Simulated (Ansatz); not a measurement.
The calculation used Ansatz 0.2.0, DFT PBE, scalar-relativistic, plane waves, PAW. Settings: cutoff 420 eV, Γ-centred meshes spaced at most about 0.3 Å⁻¹, and about 0.25 Å⁻¹ or finer for metals (2π included), Gaussian smearing. No spin polarisation in the final relaxations.

Each of these unrelaxed guesses is relaxed in cell and atoms within its symmetry. A guess keeps its type if space group and coordination stay and the shape of the cell changes little (axis ratios within about 15 %, angles within 6°); the volume may change.

1. Mg2Ge3N

```
CELL_PARAMETERS angstrom
2.61540 1.51000 4.38671
-2.61540 1.51000 4.38671
0.00000 -3.02000 4.38671
ATOMIC_POSITIONS crystal
Mg 0.12500 0.12500 0.12500
Mg 0.87500 0.87500 0.87500
Ge 0.00000 0.50000 0.50000
Ge 0.50000 0.00000 0.50000
Ge 0.50000 0.50000 0.00000
N 0.50000 0.50000 0.50000
```

2. Sn2Ge3Se5

```
CELL_PARAMETERS angstrom
2.08204 1.20207 16.99980
-2.08204 1.20207 16.99980
0.00000 -2.40413 16.99980
ATOMIC_POSITIONS crystal
Sn 0.10000 0.10000 0.10000
Sn 0.90000 0.90000 0.90000
Ge 0.30000 0.30000 0.30000
Ge 0.70000 0.70000 0.70000
Ge 0.50000 0.50000 0.50000
Se 0.00000 0.00000 0.00000
Se 0.40000 0.40000 0.40000
Se 0.80000 0.80000 0.80000
Se 0.20000 0.20000 0.20000
Se 0.60000 0.60000 0.60000
```

Task: Which keep their type?

Result: Guess 2 keeps its type.

```json
{"guess": "1", "kept": "no", "start group": "R-3m", "end group": "R-3m", "V start (Å³/atom)": "17.3", "V end": "17.2", "b/a and c/a, end over start": "1.00, 0.75", "nearest neighbours start": "Ge 6, Mg 16, N 6", "nearest neighbours end": "Ge 4, Mg 4, N 6"}
{"guess": "2", "kept": "yes", "start group": "R-3m", "end group": "R-3m", "V start (Å³/atom)": "25.5", "V end": "24.7", "b/a and c/a, end over start": "1.00, 1.00", "nearest neighbours start": "Ge 6, Se 6, Sn 6", "nearest neighbours end": "Ge 6, Se 6, Sn 6"}
```

Neighbours count within 15 % of an atom's shortest distance; end groups are read at 0.02 Å (0.05 Å in metals).

Cells relaxed within their symmetry can be saddle points.
